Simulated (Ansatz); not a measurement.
The relaxed structure here is a generated cell of BePd: the first start was made by placing the elements on the sites of a structure type, and the end was not matched to a known phase here, so it may be hypothetical.

One starting cell of BePd (a generated cell, BePd built in the AFLOW prototype AB_tP4_129_c_c (B11, as in TiCu)) was relaxed twice with Ansatz (plane waves, PAW, scalar-relativistic): with PBEsol at 420 eV and with PBE at 420 eV. The PBEsol result:

```xyz
4
Lattice="2.8474 0.0000 0.0000 0.0000 2.8474 0.0000 0.0000 0.0000 5.5442" Properties=species:S:1:pos:R:3 pbc="T T T"
Be     1.4237     0.0000     3.3749
Be     0.0000     1.4237     2.1693
Pd     1.4237     0.0000     1.0017
Pd     0.0000     1.4237     4.5425
```

| quantity | PBEsol | PBE |
|---|---|---|
| space group | P4/nmm | P4/nmm |
| volume (Å³/atom) | 11.24 | ___ |
| a (Å) | 2.847 | ___ |
| c (Å) | 5.544 | ___ |
| gap (eV, no spin-orbit coupling) | 0.00 | ___ |

Question: What does PBE give for the same quantities?

Answer: 
- volume (Å³/atom), PBE: 11.66
- a (Å), PBE: 2.883
- c (Å), PBE: 5.612
- gap (eV, no spin-orbit coupling), PBE: 0.00

Both levels end in the same structure; PBE's volume is 3.8 % larger. Neither column is exact.

No spin polarisation in the result.

The run could not lose the symmetry of its start: the end is stationary, and may be a saddle point rather than a minimum.

Ansatz is an electronic-structure program.
